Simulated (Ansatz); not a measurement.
AlN (wurtzite)

```xyz
4
Lattice="3.1067 0.0000 0.0000 -1.5534 2.6905 0.0000 0.0000 0.0000 4.9785" Properties=species:S:1:pos:R:3 pbc="T T T"
Al     1.5534     0.8968     0.0170
Al     0.0000     1.7937     2.5062
N      1.5534     0.8968     3.0956
N      0.0000     1.7937     0.6064
```

E(V) scan at fixed shape, V₀ the volume above. The atoms relax within the cell's symmetry.

Method: r2SCAN (plane waves to 500 eV, PAW, scalar-relativistic; Ansatz, a first-principles code). k mesh 13×13×7 (Γ-centred), Fermi-Dirac smearing 0.05 eV. Energies are smeared free energies. Stress and pressure are positive under compression. With the shape held, the modulus is that of even scaling; a crystal free to change shape is softer. AlN was relaxed with its symmetry unable to fall. ΔE is measured from the relaxed starting cell.

```json
[
 {"V (Å³/atom)": "9.363", "ΔE (meV/atom)": "81.0"},
 {"V (Å³/atom)": "9.623", "ΔE (meV/atom)": "43.6"},
 {"V (Å³/atom)": "9.883", "ΔE (meV/atom)": "withheld"},
 {"V (Å³/atom)": "10.143", "ΔE (meV/atom)": "4.5"},
 {"V (Å³/atom)": "10.403", "ΔE (meV/atom)": "0.0"},
 {"V (Å³/atom)": "10.664", "ΔE (meV/atom)": "4.1"},
 {"V (Å³/atom)": "10.924", "ΔE (meV/atom)": "15.8"},
 {"V (Å³/atom)": "11.184", "ΔE (meV/atom)": "34.2"},
 {"V (Å³/atom)": "11.444", "ΔE (meV/atom)": "58.6"}
]
```

Task: Fit a third-order Birch-Murnaghan form (E₀, V₀, B₀, B₀′ free) to the given rows and predict ΔE at V = 9.883.

Result: Least squares on the 8 given rows: ΔE = E₀ + (9V₀B₀/16)·y²·[2 + (B₀′ − 4)y], y = (V₀/V)^(2/3) − 1, with V₀ = 10.404 Å³/atom, B₀ = 210.5 GPa (160.2 GPa = 1 eV/Å³; the term in eV is multiplied by 1000), B₀′ = 3.82, E₀ = 0.00 meV/atom; root-mean-square residual 0.02 meV/atom. At 9.883 the fit gives 18.6 meV/atom; the calculation gives 18.6 meV/atom, the same to the digits shown. For the pressure the fit gives 11.9 GPa against the computed 11.9 GPa.

(A scan under strain: stresses follow from slopes of the energy per volume, elastic moduli from its curvatures.)
